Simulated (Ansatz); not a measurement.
ZrGe (rock salt, Fm-3m) under volume change, PBE in the plane-wave PAW code Ansatz, scaled uniformly.

| V (Å³/atom) | E − E(relaxed) (meV/atom) | P (GPa) |
|---|---|---|
| 18.707 | 66.9 | 12.55 |
| 19.324 | 28.2 | 7.71 |
| 19.941 | 6.7 | 3.56 |
| 20.557 | 0.0 | 0.00 |
| 21.174 | 6.0 | -3.06 |
| 21.791 | 23.0 | -5.68 |
| 22.407 | 49.3 | -7.93 |

### Question
What does a third-order Birch–Murnaghan fit give for V₀, B₀ and B′?

### Answer
V₀ = 20.56 Å³/atom, B₀ = 110 GPa, B′ = 4.1.

A made-up cell: these elements were put on the sites of a structure type; neither database checked (COD, Materials Project) lists it. Its standing as an ambient phase is unchecked. The cell was relaxed with PBE under the symmetry of its start; its stability against distortions is not shown here. The run is not spin-polarised.

Potentials: the later of the program's two PAW sets.
